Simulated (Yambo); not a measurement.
A G0W0@PBEsol run in Yambo for WO3 (space group P2_1/m, No. 11, within 0.06 Å of Cmcm) (4×2×4 Γ-centred k mesh, bands 3 to 173 and a 7 Ry block in the screening, 173 bands in G with the Bruneval-Gonze terminator, plasmon pole fitted at 27.2 eV) gives these matrix elements, in eV, at the band edges ((-0.5, 0, -0.5) → Γ):

| state | E0 | <Vxc> | <Σx> | <Σc(E0)> | Z |
|---|---|---|---|---|---|
| valence edge | 0.000 | -20.328 | -25.280 | 4.611 | 0.764 |
| conduction edge | 1.345 | -16.731 | -11.720 | -3.707 | 0.816 |

Solve the linearised quasiparticle equation for both states, give the gap, and say how exchange and correlation each act on it.

E = E0 + Z(Σx + Σc − Vxc). Valence: 0.000 + 0.764 × (-25.280 + (4.611) − (-20.328)) = -0.26 eV. Conduction: 1.345 + 0.816 × (-11.720 + (-3.707) − (-16.731)) = 2.41 eV. The gap is 2.67 eV, against 1.35 eV in PBEsol. Replacing Vxc by bare exchange alone would open it by 9.96 eV; correlation takes back 8.32 eV of that, and Z scales what is left. Nearest settings tried, and what they do to the gap: 6 Ry block (183 vectors against 241): -10 meV; 2×1×2 mesh: -112 meV. Not varied: bands in G, bands in W. So the settings aren't converged at that level. Spin-orbit coupling is left out, which matters for elements this heavy: edges can move by tenths of an eV.

Geometry of the Materials Project entry, not relaxed at this level; primitive cell a = 3.8721 Å, b = 7.4801 Å, c = 3.8743 Å, α = 90.00°, β = 90.35°, γ = 90.00°.

The structure is a Materials Project entry; no match was found in the copy of COD used, and its stability was not checked.
